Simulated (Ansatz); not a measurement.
Bi (A7 type, space group R-3m)

```yaml
crystal:
  lattice:
    - [2.26027, 1.30497, 4.00943]
    - [-2.26027, 1.30497, 4.00943]
    - [0.00000, -2.60994, 4.00943]
  atoms:
    - { symbol: Bi, position: [0.23371, 0.23371, 0.23371] }
    - { symbol: Bi, position: [0.76629, 0.76629, 0.76629] }
```

In this cell atom 1 (Bi, nearest neighbour Bi at 3.068 Å; its periodic images, 4.5 Å or more away, move with it) is moved by s along Cartesian [111], unit vector (0.577, 0.577, 0.577); all other atoms and the cell stay fixed.

Computed with r2SCAN+rVV10 (plane waves to 500 eV, PAW, scalar-relativistic; Ansatz, an electronic-structure program). k mesh 10×10×10 (Γ-centred), Fermi-Dirac smearing 0.05 eV. The energy includes the smearing's −TS. With partly filled bands, energies and forces of such displacements shift with the k mesh and the smearing. Bi was relaxed with its symmetry unable to fall. Spin-orbit coupling is left out, though Bi is heavy. The zero of ΔE is the undisplaced structure. The last digit holds for this mesh only.

```json
[
 {"s (Å)": "-0.610", "ΔE (meV/cell)": "1062.9"},
 {"s (Å)": "-0.488", "ΔE (meV/cell)": "629.5"},
 {"s (Å)": "-0.366", "ΔE (meV/cell)": "322.0"},
 {"s (Å)": "-0.244", "ΔE (meV/cell)": "127.8"},
 {"s (Å)": "-0.122", "ΔE (meV/cell)": "27.8"},
 {"s (Å)": "0.000", "ΔE (meV/cell)": "0.0"},
 {"s (Å)": "0.122", "ΔE (meV/cell)": "20.6"},
 {"s (Å)": "0.244", "ΔE (meV/cell)": "60.6"},
 {"s (Å)": "0.366", "ΔE (meV/cell)": "92.8"},
 {"s (Å)": "0.488", "ΔE (meV/cell)": "125.0"},
 {"s (Å)": "0.610", "ΔE (meV/cell)": "180.4"}
]
```

Q: What force constant k = d²E/ds² at s = 0 does the table give?

A: 3.3 eV/Å². It is the second difference of the nearest points, corrected with the next pair.

Q: With k = 3.30 eV/Å² from the forces, is the well harmonic out to s = 0.610 Å?

A: ½ks² = 613 meV/cell against the computed 180 meV/cell, so the well is softer than harmonic there.

(A displaced cell: forces are minus the slopes of the energy, force constants its curvatures, and phonons follow from these.)
